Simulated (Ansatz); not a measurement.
MnV$_{2}$O$_{6}$ in space group C2/m (No. 12; Pearson symbol mS18), r²SCAN in the plane-wave PAW code Ansatz. The conduction-band minimum lies at A, with 1 equivalent valley. Second derivatives d²E/dk² of the lowest band at one valley (eV·Å²), along Cartesian directions:

```json
[
 {"direction": "[100]", "d²E/dk²": "5.757"},
 {"direction": "[010]", "d²E/dk²": "4.617"},
 {"direction": "[001]", "d²E/dk²": "2.858"},
 {"direction": "[110]", "d²E/dk²": "5.185"},
 {"direction": "[101]", "d²E/dk²": "6.931"},
 {"direction": "[011]", "d²E/dk²": "3.738"}
]
```

**Question.** Find the principal effective masses, the density-of-states mass and the conductivity mass.

**Answer.** Off-diagonal terms follow from H_xy = H[110] − (H_xx + H_yy)/2, and m*/mₑ = 7.620 eV·Å² over each eigenvalue: 1.0, 1.7, 5.8. One valley's DOS mass (m₁m₂m₃)^(1/3) = 2.2, conductivity mass 3/(Σ 1/mᵢ) = 1.7 mₑ.

**Question.** What effective density of states Nc follows at 300 K for parabolic valleys?

**Answer.** Nc = 2.509e19 × 1 × (2.2)^(3/2) / 2 (one spin channel) ≈ 4.1e19 cm⁻³.

The first step of the workflow began from a Materials Project structure, measured or hypothetical; the Crystallography Open Database files this formula in space group No. 12, but the cells were not matched. Its standing as an ambient phase is unchecked. The r²SCAN relaxation kept the symmetry of its start; its stability against distortions is not shown here. Magnetic state: ferromagnetic, chosen from 4 collinear starts compared on coarse meshes (ties went to the first, and starts can fall back to one state), not a proven ground state. Other orbital occupations within this spin state were not tried. No Hubbard U is applied.

Potentials: the later of the program's two PAW sets.

Edges and masses are those of Kohn–Sham bands, whose gap is no quasiparticle gap.
